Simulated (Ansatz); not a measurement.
An Ansatz (a quantum-chemistry and plane-wave program) run. Input:

Ansatz 0.2 input:
```yaml
crystal:
  lattice:
    - [4.1857823612, 0.0, 0.0]
    - [0.0, 4.1857823612, 0.0]
    - [0.0, 0.0, 4.1857823612]
  atoms:
    - { symbol: Sc, position: [0.0, 0.0, 0.0] }
    - { symbol: Pt, position: [0.0, 0.5, 0.5] }
    - { symbol: Pt, position: [0.5, 0.0, 0.5] }
    - { symbol: Pt, position: [0.5, 0.5, 0.0] }
    - { symbol: N, position: [0.5, 0.5, 0.5] }
kpoints:
  mp_grid: { grid: [14, 14, 14] }
hamiltonian:
  xc: pbesol
  pseudopotentials: { azcp: { folder: ./paw }, kind: paw }
scf:
  occupations: { method: fermi_dirac, width: 0.1 }
elastic: { mode: relaxed_ion, stencil: two_point, amplitude: 0.005, f_tol: 0.0005 }
```

Output (shortened):

```
Pseudopotential: Sc, paw, valence charge 11
Pseudopotential: Pt, paw, valence charge 18
Pseudopotential: N, paw, valence charge 5
Functional definition: PBEsol
Crystal: 5 atoms, lattice volume = 73.338 Å³
Basis set: ecut = 420 eV, 1365 PW (Γ), exchange–correlation on 60×60×60 points (8 copies of the dense FFT grid, shifted against one another)
Bands: 42, of which v1, the nominal top of the filled ones, is band 35 counted from 1 (34 counted from 0)
Symmetry: 48 space group operations
Space group: Pm-3m (ITA 221), of the structure as read, at distance tolerance 4.2e-5 Å
k-points: 120 of 2744
the search or the solves at the SCF's close seem to have found levels that the self-consistency loop had missed (the run counts 3) …
SCF 1 converged in 15 iterations: F = -39646.669203 eV  dr2 = 9.32e-16
Crystal: 5 atoms, lattice volume = 72.971 Å³
Symmetry: 16 space group operations
k-points: 288 of 2744
SCF 2 converged in 11 iterations: F = -39646.667496 eV  dr2 = 1.48e-14
Crystal: 5 atoms, lattice volume = 73.705 Å³
Basis set: ecut = 420 eV, 1399 PW (Γ), exchange–correlation on 60×60×60 points (8 copies of the dense FFT grid, shifted against one another)
SCF 3 converged in 8 iterations: F = -39646.667604 eV  dr2 = 8.76e-14
Crystal: 5 atoms, lattice volume = 73.338 Å³
Basis set: ecut = 420 eV, 1381 PW (Γ), exchange–correlation on 60×60×60 points (8 copies of the dense FFT grid, shifted against one another)
Symmetry: 8 space group operations
k-points: 456 of 2744
SCF 4 converged in 9 iterations: F = -39646.669317 eV  dr2 = 1.57e-14
Crystal: 5 atoms, lattice volume = 73.338 Å³
SCF 5 converged in 8 iterations: F = -39646.669317 eV  dr2 = 2.61e-14
SCF converged after 15 iterations
Free energy (F): -39646.669203 eV
Harris-Foulkes:  -39646.669203 eV  (|F-HF|=0.00e0)
Internal energy: -39646.590829 eV  (E = F + TS)
E sigma→0 (E₀):  -39646.630016 eV
Entropy (-TS):   -0.078374 eV (-15.675 meV/atom)
Fermi energy:    18.954486 eV
--- Per-component energies (eV) ---
  E_band       = -675.478640
  E_kinetic    = 2130.130299
  E_local      = -6096.000951  (includes V_loc(G=0)·N_el)
  E_nonlocal   = 800.933838
  E_hartree    = 2318.031114
  E_xc         = -837.257150
  E_vxc        = -993.065129  (∫ρ·V_xc dr)
  E_paw        = -29128.205501  (= ΣΔE_a)
  E_vpaw       = -1153.542810  (= ΣTr[D̂ρ^β])
  E_aug_tail   = 0.003884  (compensation charges beyond the density's cutoff)
  E_ewald      = -8835.244578
  E_core_change = 1.018218  (= ΣΔE_core)
  E_smearing   = -0.078374  (= −TS)
  E_closure    =  0.000000  (closes the sum)
  Σ components = -39646.669203   (vs F -39646.669203, Δ=0.00e0)
--- Forces (eV/Å), atoms counted from 1 ---
  atom   1  Sc     0.00000000     0.00000000     0.00000000
  atom   2  Pt     0.00000000     0.00000000     0.00000000
  atom   3  Pt     0.00000000     0.00000000     0.00000000
  atom   4  Pt     0.00000000     0.00000000     0.00000000
  atom   5  N      0.00000000     0.00000000     0.00000000
  max |Σ_I F_I| component: 0.0 eV/Å
--- Stress (GPa, compression-positive) ---
        0.012033       0.000000       0.000000
        0.000000       0.012033       0.000000
        0.000000       0.000000       0.012033
  P = ⅓ Tr σ = 0.0120 GPa (0.120 kbar)
--- Band table (eV; the first three rows and the last of 120) ---
  k-point 0: bands = ["-79.8853", "-79.8722", "-79.8722", "-34.3435", "-34.3435", "-34.3435", "-33.8748", "-33.8748", "-33.8748", "-33.8670", "-33.8670", "-33.8670", "-31.2678", "-9.9535", "-9.9535", "-9.9535", "0.8450", "11.1489", "13.0289", "13.0289", …
  k-point 1: bands = ["-79.8851", "-79.8723", "-79.8722", "-34.3432", "-34.3432", "-34.3429", "-33.8757", "-33.8749", "-33.8749", "-33.8673", "-33.8673", "-33.8671", "-31.2676", "-9.9548", "-9.9537", "-9.9537", "0.8728", "11.1913", "12.9598", "12.9598", …
  k-point 2: bands = ["-79.8847", "-79.8728", "-79.8722", "-34.3422", "-34.3422", "-34.3413", "-33.8782", "-33.8752", "-33.8752", "-33.8680", "-33.8680", "-33.8672", "-31.2670", "-9.9584", "-9.9541", "-9.9541", "0.9524", "11.3049", "12.6528", "12.8168", …
  k-point 119: bands = ["-79.8765", "-79.8765", "-79.8765", "-34.4856", "-34.2528", "-34.2528", "-33.9461", "-33.9461", "-33.9461", "-33.8123", "-33.8123", "-33.8123", "-31.2658", "-9.9660", "-9.9660", "-9.9660", "2.9177", "9.2051", "9.2051", "9.2051", …
--- Elastic constants: 2 strain directions × 2 members + reference (group order 48) ---
  dense FFT box of the reference and of every strained cell: 30×30×30
  strains applied: 11, 23; error gains: componentwise 1.00 (the most a stress slope's error grows in a printed constant), spectral 1.73 (1 for all six strains …
  C = ∂σ_k/∂η_j (tension-positive GPa; Voigt order 11 22 33 23 13 12):
       288.215    171.055    171.055      0.000      0.000      0.000
       171.055    288.215    171.055      0.000      0.000      0.000
       171.055    171.055    288.215      0.000      0.000      0.000
         0.000      0.000      0.000    -21.281      0.000      0.000
         0.000      0.000      0.000      0.000    -21.281      0.000
         0.000      0.000      0.000      0.000      0.000    -21.281
  reference stress σ⁰ (GPa):     -0.012     -0.012     -0.012      0.000      0.000      0.000
  moduli (Voigt/Reuss/Hill, GPa): K = 210.11/210.11/210.11   G = 10.66/-46.80/-18.07   E = -55.81   ν = 0.544
  mechanically stable: NO (min eigenvalue of sym C = -21.28 GPa)
  strain η (Voigt 11):  stress-route row diagonal C_11 = 288.21 GPa, energy-path curvature d²(F+E_count+ΔE)/dδ²/Ω₀ = 288.02 GPa
         δ    σ_11 (GPa)             F (eV)   n_scf  n_hpsi   n_pw
    -5.000e-3      -1.4928      -39646.6674957      11  228573   1452   relax 0 steps, max|allowed force component| 0.0 eV/Å
     5.000e-3       1.3894      -39646.6676041       8  176094   1472   relax 0 steps, max|allowed force component| 0.0 eV/Å
  strain η (Voigt 23):  stress-route row diagonal C_44 = -21.28 GPa, energy-path curvature d²(F+E_count+ΔE)/dδ²/Ω₀ = -21.26 GPa
         δ    σ_23 (GPa)             F (eV)   n_scf  n_hpsi   n_pw
    -5.000e-3       0.1064      -39646.6693171       9  328437   1464   relax 0 steps, max|allowed force component| 0.0 eV/Å
     5.000e-3      -0.1064      -39646.6693171       8  272243   1464   relax 0 steps, max|allowed force component| 0.0 eV/Å
```

Cost: roughly 5 core-minutes on shared cores.

The start of the workflow was typed in or built on a structure type; neither database checked (COD, Materials Project) lists it. Its standing as an ambient phase is unchecked. The cell was relaxed with PBEsol under the symmetry of its start. At this level the phase is dynamically unstable (imaginary phonons). The run is not spin-polarised. As this level gives no gap, shear constants depend on the k-mesh and smearing (Fermi–Dirac, 0.1 eV here). Scalar-relativistic: spin–orbit coupling is off unless named, which matters more the heavier the elements.

Potentials: the earlier of the program's two PAW sets. The files were generated under PBE; for other functionals the program regenerates the frozen cores, and for LDA and PBEsol the local potential too.

Ansatz is a plane-wave DFT program.
